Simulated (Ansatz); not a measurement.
SnO:
```cif
data_O4Sn4
_chemical_formula_sum 'O4 Sn4'
_space_group_name_H-M_alt 'F-43m'
_space_group_IT_number 216
_space_group_name_Hall 'F -4 2 3'
_cell_length_a 5.41054
_cell_length_b 5.41054
_cell_length_c 5.41054
_cell_angle_alpha 90.000
_cell_angle_beta 90.000
_cell_angle_gamma 90.000
loop_
_atom_site_label
_atom_site_type_symbol
_atom_site_symmetry_multiplicity
_atom_site_Wyckoff_symbol
_atom_site_fract_x
_atom_site_fract_y
_atom_site_fract_z
_atom_site_occupancy
O1 O 4 d 0.75000 0.75000 0.75000 1
Sn1 Sn 4 a 0.00000 0.00000 0.00000 1
```
(The calculation used a cell of 2 atoms; values per cell refer to that cell.)

Relaxed with r²SCAN.

Task: Tabulate the valence density and the electron localisation function along the shortest O–Sn contact (2.34 Å), r²SCAN (plane waves, PAW; program Ansatz).

Result: 

| distance from O (Å) | density (e/Å³) | ELF |
|---|---|---|
| 0.23 | 6.87 | 0.55 |
| 0.35 | 5.12 | 0.71 |
| 0.47 | 3.38 | 0.79 |
| 0.59 | 2.04 | 0.82 |
| 0.70 | 1.21 | 0.79 |
| 0.82 | 0.76 | 0.68 |
| 0.94 | 0.52 | 0.48 |
| 1.05 | 0.40 | 0.29 |
| 1.17 | 0.38 | 0.21 |
| 1.29 | 0.42 | 0.21 |
| 1.41 | 0.60 | 0.24 |
| 1.52 | 1.13 | 0.24 |
| 1.64 | 2.23 | 0.18 |
| 1.76 | 3.95 | 0.10 |
| 1.87 | 6.13 | 0.03 |
| 1.99 | 8.48 | 0.01 |
| 2.11 | 10.63 | 0.00 |

The density is the valence pseudo-density with augmentation charge, so density and ELF within about 1 Å of a nucleus are not all-electron values.

The start of the workflow was typed in or built on a structure type; neither database checked (COD, Materials Project) lists it. It is not the phase usual at ambient conditions (space group No. 129). The cell was relaxed with r²SCAN under the symmetry of its start. At this level the phase is mechanically unstable. The volume moved by 18 % from the start of the relaxation. Spin–orbit coupling is left out wherever it is not named.

Potentials: the earlier of the program's two PAW sets.
